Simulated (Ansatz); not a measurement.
## Vibrational response of BeC2

Method: DFT LDA, scalar-relativistic, plane waves, PAW (Ansatz). Cutoff 420 eV, 12×12×12 k-points (Γ-centred), fixed occupations. No spin polarisation. Phonons by linear response, acoustic sum rule imposed.

The cell, relaxed at this level:
```xyz
3
Lattice="-1.7757 1.7757 2.3209 1.7757 -1.7757 2.3209 1.7757 1.7757 -2.3209" Properties=species:S:1:pos:R:3 pbc="T T T"
Be    0.0000    0.0000    0.0000
C     0.0000    0.0000    2.9432
C     0.0000    0.0000    1.6986
```

Its imaginary modes show that this cell, built by swapping an element in a database structure, isn't a minimum of the energy. The crystal is built of chains and no dispersion correction was added, so the binding between them is poorly described, and with it their spacing and whatever depends on it.

Question: Give the high-frequency dielectric tensor ε∞.

Answer:
```
6.35 0.00 0.00
0.00 6.35 0.00
0.00 0.00 7.93
```

Question: Give the Born effective charges.

Answer:
| atom | Z*xx | Z*yy | Z*zz | mean |
| --- | --- | --- | --- | --- |
| Be (atom 1) | 2.78 | 2.78 | 1.69 | 2.42 |
| C (atom 2) | -1.39 | -1.39 | -0.84 | -1.21 |

Whether BeC2 exists in this form wasn't checked.